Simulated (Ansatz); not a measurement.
**Data sheet: Ca (DFT)**

Ca:
```
CELL_PARAMETERS angstrom
      3.76137     0.00000     0.00000
     -1.88069     3.25744     0.00000
      0.00000     0.00000     6.24420
ATOMIC_POSITIONS crystal
  Ca 0.33333 0.66667 0.25000
  Ca 0.66667 0.33333 0.75000
```

Space group P6_3/mmc (No. 194), hcp (Mg type); conventional cell a = b = 3.761 Å, c = 6.244 Å, α = β = 90.00°, γ = 120.00°.

Method: LDA (plane waves, PAW; program Ansatz). The cell and atoms are relaxed at this level. Other levels are named where they apply.

Cell and energy:

| Quantity | Value |
|---|---|
| Volume per atom | 38.25 Å³ |
| Density | 1.74 g/cm³ |

Electronic structure:

| Quantity | Result |
|---|---|
| Electronic character | metallic (no gap) |
| Density of states at the Fermi level | 0.88 states/eV per atom (mean over ±0.08 eV) |

Mechanics:

| Item | Value |
|---|---|
| Bulk modulus (Birch–Murnaghan fit) | 19.5 GPa |
| Pressure derivative B′ | 3.1 |
| Elastic constants (relaxed ions, GPa) | C11 = 33.0, C12 = 16.6, C13 = 7.9, C33 = 43.4, C44 = 7.6 |
| Mechanical stability | stable (all eigenvalues of C positive) |
| Hill bulk and shear moduli | 19.4 and 9.3 GPa |
| Young's modulus | 24.2 GPa |
| Poisson's ratio | 0.29 |
| Debye temperature from the elastic constants | 229 K |

The measured cell (COD 9008489; 723 K, pressure taken as ambient) has 44.72 Å³ per atom; the computed volume differs by -14.5 %, which includes thermal expansion and zero-point motion, and at this size may mean another phase or pressure.

The workflow started from an entry of the Crystallography Open Database (COD, 723 K), which files this formula under 3 space groups. It is not the phase usual at ambient conditions (space group No. 225). Symmetry was held in the LDA relaxation; its stability against distortions is not shown here. As this level gives no gap, shear constants depend on the k-mesh and smearing (Fermi–Dirac, 0.1 eV here). Axis ratios of metals converge slowly with the k-mesh, so a and c are less sure than the volume.

Potentials: the later of the program's two PAW sets.
